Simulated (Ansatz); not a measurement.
The relaxed structure here is a generated cell of Ba: the first start was made by placing the elements on the sites of a structure type, and the end was not matched to a known phase here, so it may be hypothetical. Known forms of Ba include space group No. 229.

The end point of a relaxation of Ba. Level of theory: r2SCAN (plane waves to 500 eV, PAW, scalar-relativistic; Ansatz, a first-principles code).

```
CELL_PARAMETERS angstrom
      4.54970     0.00000     0.00000
     -2.27485     3.94015     0.00000
      0.00000     0.00000    14.93482
ATOMIC_POSITIONS crystal
  Ba 0.00000 0.00000 0.00000
  Ba 0.00000 0.00000 0.50000
  Ba 0.33333 0.66667 0.25000
  Ba 0.66667 0.33333 0.75000
```

### Question
Determine the symmetry and give the standard cell with its independent sites.

### Answer
Space group P6₃/mmc (No. 194); a = b = 4.550 Å, c = 14.935 Å, α = β = 90.00°, γ = 120.00°

```csv
atom,site,symmetry,x,y,z
Ba,2a,-3m.,0.0000,0.0000,0.0000
Ba,2c,-6m2,0.3333,0.6667,0.2500
```

This is the AFLOW prototype A_hP4_194_ac (A3', as in La).

### Question
Give the shortest distances between elements (the closest pairs, up to four, under 3.6 Å).

### Answer
.

The volume per atom is 66.93 Å³ and the band gap is no gap on the sampled points, where the bands overlap only slightly; such a result is sensitive to mesh and level.

No spin polarisation in the result.

The run could not lose the symmetry of its start, so the end can be a saddle point.

All atoms sit on sites fixed by symmetry, so only the cell could relax.
